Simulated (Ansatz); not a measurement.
The relaxed structure here is a generated cell of PtSe2: the first start was made by placing the elements on the sites of a structure type, and the end was not matched to a known phase here, so it may be hypothetical. Known forms of PtSe2 include space group No. 164.

A relaxed cell of PtSe2 (Fm-3m (No. 225)), relaxed on a k-mesh at least as fine as the one used below. These are PBE (plane waves to 420 eV, PAW, scalar-relativistic; Ansatz, an electronic-structure program) values and carry that method's errors. Γ-centred k-mesh 6×3×6 on the run's cell (coarser than for final values), Fermi–Dirac smearing 0.05 eV.

```yaml
crystal:
  lattice:
    - [0.00000, 3.14560, 3.14560]
    - [6.29120, 0.00000, 6.29120]
    - [3.14560, 3.14560, 0.00000]
  atoms:
    - { symbol: Pt, position: [0.00000, 0.00000, 0.00000] }
    - { symbol: Pt, position: [0.00000, 0.50000, 0.00000] }
    - { symbol: Se, position: [0.25000, 0.12500, 0.25000] }
    - { symbol: Se, position: [0.25000, 0.62500, 0.25000] }
    - { symbol: Se, position: [0.75000, 0.37500, 0.75000] }
    - { symbol: Se, position: [0.75000, 0.87500, 0.75000] }
```

The atoms are displaced by (Å):

```csv
atom,ux,uy,uz
Pt1,0.156,0.028,-0.078
Pt2,0.048,-0.184,0.049
Se3,-0.093,0.009,-0.071
Se4,-0.020,-0.018,0.035
Se5,-0.024,-0.027,0.047
Se6,0.038,-0.186,-0.013
```

Task: What forces (eV/Å) and pressure result?

Result: 
```json
[
 {"atom": "Pt1", "Fx": "-0.21", "Fy": "-0.37", "Fz": "0.34"},
 {"atom": "Pt2", "Fx": "0.04", "Fy": "0.12", "Fz": "-0.04"},
 {"atom": "Se3", "Fx": "0.15", "Fy": "-0.21", "Fz": "0.18"},
 {"atom": "Se4", "Fx": "-0.01", "Fy": "-0.11", "Fz": "-0.18"},
 {"atom": "Se5", "Fx": "0.06", "Fy": "-0.02", "Fz": "-0.02"},
 {"atom": "Se6", "Fx": "-0.03", "Fy": "0.59", "Fz": "-0.28"}
]
```

Pressure +1.3 GPa.

The undisplaced cell is probably no minimum: from this displacement the run went on to C2/m (No. 12) at a tolerance of 0.01 Å, P-3m1 (No. 164) at 0.1 Å, 0.49 eV/atom below it.

No spin polarisation in the result. A magnetic state may lie lower.
